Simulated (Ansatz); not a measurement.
## GeH2 in Ansatz, single run

input.yaml:

```yaml
crystal:
  lattice:
    - [3.011784, 0.0, 0.0]
    - [0.0, 3.011784, 0.0]
    - [0.0, 0.0, 6.168541]
  atoms:
    - { symbol: H, position: [0.0, 0.5, 0.33] }
    - { symbol: H, position: [0.5, 0.0, 0.67] }
    - { symbol: H, position: [0.0, 0.0, 0.0] }
    - { symbol: H, position: [0.5, 0.5, 0.0] }
    - { symbol: Ge, position: [0.0, 0.5, 0.735] }
    - { symbol: Ge, position: [0.5, 0.0, 0.265] }
  symmetry: { tolerance: 0.0003 }
kpoints:
  mp_grid: { grid: [6, 6, 3], shift: [0, 0, 0] }
magnetization:
  spin_polarized: false
scf:
  occupations: { method: methfessel_paxton, width: 0.001 }
hamiltonian:
  pseudopotentials: { kind: paw }
  xc: r2scan
basis:
  ecutwfc: 500
output:
  forces: true
  stress: true
  eigenvalues: true
```

Run with:

```bash
ansatz run input.yaml --threads 1 --pin off --max-ram 2560MiB --backend cpu --events-out ev --progress --plain --runs-dir out
```

Origin of the cell: a known structure type with other elements, at an estimated volume, so it need not be a known compound.

Output (shortened):

```
SCF iter   1: F=—  HF=-8664.572165 eV  Δρ=6.26e-3  dr2=3.00e-2  dr2_τ=3.15e-3
SCF iter   2: F=—  HF=-8664.618967 eV  S|Δr|=    0.00e0  Δρ=3.51e-3  dr2=2.30e-2  dr2_τ=1.46e-4  defer=29
SCF iter   3: F=—  HF=-8664.615786 eV  S|Δr|=    0.00e0  Δρ=2.12e-3  dr2=3.47e-3  dr2_τ=2.38e-5  defer=29
SCF iter   4: F=—  HF=-8664.616279 eV  S|Δr|=    0.00e0  Δρ=8.13e-4  dr2=3.14e-4  dr2_τ=3.73e-6  defer=29
SCF iter   5: F=—  HF=-8664.616477 eV  S|Δr|=    0.00e0  Δρ=2.17e-4  dr2=2.13e-5  dr2_τ=4.33e-7  defer=29
SCF iter   6: F=—  HF=-8664.616495 eV  S|Δr|=    0.00e0  Δρ=4.66e-5  dr2=9.02e-7  dr2_τ=2.09e-8  defer=29
SCF iter   7: F=-8664.616496 eV  HF=-8664.616496 eV  S|Δr|=    0.00e0  Δρ=5.73e-6  dr2=1.03e-8  dr2_τ=3.91e-10
SCF 1 converged in 7 iterations: F = -8664.616496 eV  dr2 = 1.03e-8
SCF converged after 7 iterations
Stability not checked: this state was not tested for a lower state beside it, because cold or Methfessel-Paxton smearing, or corrected tetrahedra, fill the levels in a way that the test cannot read (fill_not_monotonic; […]
Free energy (F): -8664.616496 eV
Harris-Foulkes:  -8664.616496 eV  (|F-HF|=2.10e-8)
Internal energy: -8664.616455 eV  (E = F + TS)
E sigma→0 (E₀):  -8664.616486 eV
Entropy (-TS):   -0.000041 eV (-0.007 meV/atom)
Fermi energy:    7.540469 eV
--- Per-component energies (eV) ---
  E_band       = -336.796849
  E_kinetic    = 267.912209
  E_local      = -4734.544792  (includes V_loc(G=0)·N_el)
  E_nonlocal   = 835.805195
  E_hartree    = 2050.788169
  E_xc         = -171.555701
  E_vxc        = -183.252919  (∫ρ·V_xc dr)
  E_paw        = -4059.908171  (= ΣΔE_a)
  E_vpaw       = -634.606126  (= ΣTr[D̂ρ^β])
  E_aug_tail   = -0.001482  (compensation charges beyond the density's cutoff)
  E_vtau       = 10.315252  (kinetic-family band-sum trace: ∫τ·v_τ [+ j·A + Jᵃ·Aᵃ] dr)
  E_ewald      = -2850.940350
  E_core_change = -2.171532  (= ΣΔE_core)
  E_smearing   = -0.000041  (= −TS)
  Σ components = -8664.616496   (vs F -8664.616496, Δ=0.00e0)
--- Forces (eV/Å), atoms counted from 1 ---
  atom   1  H     -0.000000     0.000000     0.456354
  atom   2  H      0.000000     0.000000    -0.456354
  atom   3  H     -0.000000     0.000000     0.000000
  atom   4  H     -0.000000     0.000000    -0.000000
  atom   5  Ge    -0.000000     0.000000     1.412820
  atom   6  Ge     0.000000     0.000000    -1.412820
  max |Σ_I F_I| component: 0.0 eV/Å
--- Stress (GPa, compression-positive) ---
        0.330119       0.000000      -0.000000
        0.000000       0.330119      -0.000000
       -0.000000      -0.000000     -12.003479
  P = ⅓ Tr σ = -3.7811 GPa (-37.811 kbar)
```

Caveats: the k mesh is coarse if the cell is a metal.

It ran for 3.4 s of wall time on 1 CPU thread(s) of a shared host, from the program's own first density.
